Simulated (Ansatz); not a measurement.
InGa3P4 as one 8-atom ordering (P-4m2) on the zincblende lattice: a relaxation of cell and atoms in Ansatz 0.2.0 (PBE). The start is a rough guess from atomic radii.

Input file:
```yaml
crystal:
  lattice:
    - [3.7642533622, 0.0, 0.0]
    - [0.0, 3.7642533622, 0.0]
    - [0.0, 0.0, 10.6469163141]
  atoms:
    - { symbol: Ga, position: [0.0, 0.0, 0.75] }
    - { symbol: P, position: [0.0, 0.5, 0.875] }
    - { symbol: Ga, position: [0.5, 0.5, 0.0] }
    - { symbol: P, position: [0.5, 0.0, 0.125] }
    - { symbol: Ga, position: [0.0, 0.0, 0.25] }
    - { symbol: P, position: [0.0, 0.5, 0.375] }
    - { symbol: In, position: [0.5, 0.5, 0.5] }
    - { symbol: P, position: [0.5, 0.0, 0.625] }
kpoints:
  mp_grid: { grid: [6, 6, 2] }
hamiltonian:
  xc: pbe
scf:
  occupations: { method: fermi_dirac, width: 0.02 }
relax:
  f_tol: 0.005
  cell: {}
output:
  write_density: true
  write_potential: true
  elf: true
  volumetric_format: npy
```

Run as `ansatz run input.yaml --threads 4 --pin off --max-ram 6451MiB --backend cpu --events-out ev --progress --plain --runs-dir out`.

Question: It ran on 4 threads of Intel(R) Xeon(R) Platinum 8259CL CPU @ 2.50GHz (Skylake/Cascade Lake) (shared host), load about 0.6 per core. About how long did it take, and what peak of host memory did it reach?

Answer: About 34 s, with a peak of 0.64 GiB.

Output, abridged:
```
Functional definition: PBE
  parameter kappa = 0.804
  parameter beta = 0.06672455060314922
  exchange = pbe_x(kappa = kappa, mu = beta*pi^2/3)
  correlation = pbe_c(beta = beta)
Crystal: 8 atoms, lattice volume = 150.863 Å³
Basis set: ecut = 420 eV, 2923 PW (Γ)
Bands: 44, of which v1, the nominal top of the filled ones, is band 36 counted from 1 (35 counted from 0)
Symmetry: 8 space group operations
Space group: P-4m2 (ITA 115)
k-points: 20 of 72
preconditioner: auto → Resta (q_TF=auto, 2.412 Å⁻¹)  ε∞=4.2  [insulator: Δε(μ)=1.375 eV  σ=0.020 eV  ℏωp=25.7 eV]
relax step 1: F+E_penalty+E_count = -19970.83172961 eV  max|allowed force component| = 2.631e0 eV/Å  Δτ_max = 0.0000 Å  P = +18.127 GPa  Ω = 150.863 Å³
relax step 2: F+E_penalty+E_count = -19972.44649168 eV  max|allowed force component| = 2.119e-1 eV/Å  Δτ_max = 0.1967 Å  P = +2.735 GPa  Ω = 171.186 Å³
relax step 3: F+E_penalty+E_count = -19972.50642016 eV  max|allowed force component| = 1.759e-2 eV/Å  Δτ_max = 0.0363 Å  P = +0.471 GPa  Ω = 176.146 Å³
relax step 4: F+E_penalty+E_count = -19972.50797931 eV  max|allowed force component| = 7.028e-3 eV/Å  Δτ_max = 0.0019 Å  P = +0.059 GPa  Ω = 177.136 Å³
relax step 5: F+E_penalty+E_count = -19972.50797401 eV  max|allowed force component| = 3.912e-3 eV/Å  Δτ_max = 0.0015 Å  P = -0.005 GPa  Ω = 177.285 Å³
relax step 6: F+E_penalty+E_count = -19972.52033905 eV  max|allowed force component| = 3.498e-3 eV/Å  Δτ_max = 0.0000 Å  P = +0.070 GPa  Ω = 177.285 Å³  (SCF on a basis re-selected at this cell)
relax step 7: F+E_penalty+E_count = -19972.52034147 eV  max|allowed force component| = 1.205e-3 eV/Å  Δτ_max = 0.0004 Å  P = +0.004 GPa  Ω = 177.448 Å³
relax step 8: F+E_penalty+E_count = -19972.52035758 eV  max|allowed force component| = 1.209e-3 eV/Å  Δτ_max = 0.0000 Å  P = +0.004 GPa  Ω = 177.448 Å³  (SCF on a basis re-selected at this cell)
Free energy (F): -19972.520358 eV
Fermi energy:    7.274050 eV
--- Forces (eV/Å), atoms counted from 1 ---
  atom   1  Ga      0.00000      0.00000      0.00013
  atom   2  P       0.00000      0.00000      0.00019
  atom   3  Ga      0.00000      0.00000      0.00000
  atom   4  P       0.00000      0.00000    -0.00019
  atom   5  Ga      0.00000      0.00000    -0.00013
  atom   6  P       0.00000      0.00000      0.00121
  atom   7  In      0.00000      0.00000      0.00000
  atom   8  P       0.00000      0.00000    -0.00121
--- Stress (GPa, compression-positive) ---
        0.003908       0.000000       0.000000
        0.000000       0.003908       0.000000
        0.000000       0.000000       0.005454
  P = ⅓ Tr σ = 0.0044 GPa (0.044 kbar)
--- Relaxed structure (6 steps of the walk, 6 accepted, 2 SCFs on fresh bases) ---
  F+E_penalty+E_count = -19972.52035758 eV   max|allowed force component| = 1.209e-3 eV/Å
  cell:  # Å, volume = 177.4481 Å³
    - [3.967075, 0.000000, 0.000000]
    - [0.000000, 3.967075, 0.000000]
    - [0.000000, 0.000000, 11.275358]
  atoms:
    - { symbol: Ga, position: [0.000000, 0.000000, 0.759757] }
    - { symbol: P, position: [0.000000, 0.500000, 0.879951] }
    - { symbol: Ga, position: [0.500000, 0.500000, 0.000000] }
    - { symbol: P, position: [0.500000, 0.000000, 0.120049] }
    - { symbol: Ga, position: [0.000000, 0.000000, 0.240243] }
    - { symbol: P, position: [0.000000, 0.500000, 0.359124] }
    - { symbol: In, position: [0.500000, 0.500000, 0.500000] }
    - { symbol: P, position: [0.500000, 0.000000, 0.640876] }
```

Planar averages along the third cell vector, from rho_z.tsv and v_z.tsv (valence density with its augmentation; electrostatic potential energy of an electron, of which only differences have a meaning):
```csv
z (Å),ρ (e/Å³),v_es (eV)
0.00,1.169,4.45
0.42,0.384,4.54
0.70,0.251,4.06
1.13,0.223,1.70
1.41,0.217,1.17
1.83,0.239,3.21
2.11,0.270,4.40
2.54,0.912,4.48
2.82,1.054,4.46
3.24,0.297,4.46
3.52,0.244,3.49
3.95,0.217,1.41
4.37,0.219,2.56
4.65,0.227,4.57
5.07,0.344,3.50
5.36,0.604,1.84
5.78,0.722,1.38
6.06,0.463,2.58
6.48,0.236,4.86
6.77,0.224,3.63
7.19,0.213,1.35
7.61,0.235,2.68
7.89,0.257,4.11
8.32,0.710,4.49
8.60,1.159,4.45
9.02,0.351,4.55
9.30,0.248,3.94
9.72,0.222,1.57
10.01,0.218,1.22
10.43,0.241,3.37
10.71,0.281,4.45
11.13,0.987,4.47
```

The walk took 6 steps, besides SCFs solved again on a fresh basis, and changed the volume by +17.6 %. The last SCF, on a fresh basis, lies 211 meV an atom below the first. At the end: it is tetragonal, P-4m2 (No. 115); conventional cell a = 3.967 Å, c = 11.275 Å, 22.18 Å³ an atom. Ga is surrounded by 4 P at 2.39–2.40 Å; P is surrounded by 4 Ga at 2.40 Å; Ga is surrounded by 4 P at 2.40 Å; P is surrounded by 2 Ga at 2.39 Å and 2 In at 2.54 Å; In is surrounded by 4 P at 2.54 Å.

No spin polarisation and no zero-point or thermal motion; the cell was built from a prototype and may be hypothetical.
